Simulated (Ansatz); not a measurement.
GaAsO₄ in space group P3_121 (No. 152; Ga on 3a, As on 3b, O on 6c, O on 6c), plane-wave PAW PBE (Ansatz code), all energies at zero smearing, with the estimated change up to a 700 eV cutoff added, with one set of potentials and settings (totals compare only within such a set). Cell of 18 atoms (3 Ga, 3 As, 12 O): -32723.657 eV.

```csv
element,reference phase,E (eV/atom)
Ga,"Cmce, 4 atoms in the cell",-3783.0209
As,"R-3m, 2 atoms in the cell",-4856.1377
O,"C2/m, 4 atoms in the cell, spin-polarised",-565.0000
```

Formation energy per atom, worked out: (-32723.657 − 3×(-3783.0209) − 3×(-4856.1377) − 12×(-565.0000))/18 = -1.455 eV/atom (-140 kJ per mol of atoms), at 0 K, without zero-point energy or fitted corrections.

The first step of the workflow began from a Materials Project structure, measured or hypothetical; the Crystallography Open Database files this formula in space group No. 152, but the cells were not matched. Its standing as an ambient phase is unchecked. The PBE relaxation kept the symmetry of its start; its stability against distortions is not shown here. The references are the lowest solids computed at this level, not always the standard phases (solids in place of the gases).

Potentials: the later of the program's two PAW sets.
